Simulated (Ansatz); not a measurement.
A geometry of CdAu away from equilibrium: the start of the relaxation of a relaxed CdAu cell with one Au and one Cd atom exchanged in a cell of 4 atoms. Level of theory: PBEsol (plane waves to 420 eV, PAW, scalar-relativistic; Ansatz, an electronic-structure program). Γ-centred k-mesh 6×12×7 on the run's cell (coarser than for final values), Fermi–Dirac smearing 0.05 eV.

```xyz
4
Lattice="6.0634 0.0000 0.0000 -1.5158 2.6255 0.0000 0.0000 0.0000 4.5936" Properties=species:S:1:pos:R:3:forces:R:3 pbc="T T T" free_energy=-42382.990 pressure_GPa=-0.1
Cd     0.0000     0.0000     0.0000    0.2994    0.1728    0.0000
Au     3.0317     0.0000     0.0000    0.0309    0.0178    0.0000
Au     0.0000     1.7504     2.2968   -0.0309   -0.0178    0.0000
Cd     3.0317     1.7504     2.2968   -0.2994   -0.1728    0.0000
```

Positions in Å, forces in eV/Å, free energy of the cell in eV (comparable only within this code, potentials and settings). Largest force: 0.35 eV/Å, on Cd1, Cd4 (atoms numbered as listed); the geometry lies 0.02 eV/atom above the end of its relaxation.

No spin polarisation in the result.

The run could not lose the symmetry of its start.

Of the parent cell (P-6m2 (No. 187)): The relaxation started from an entry of Materials Project.

The runs began from a structure in Materials Project; this end point is another cell, not compared with measured phases.
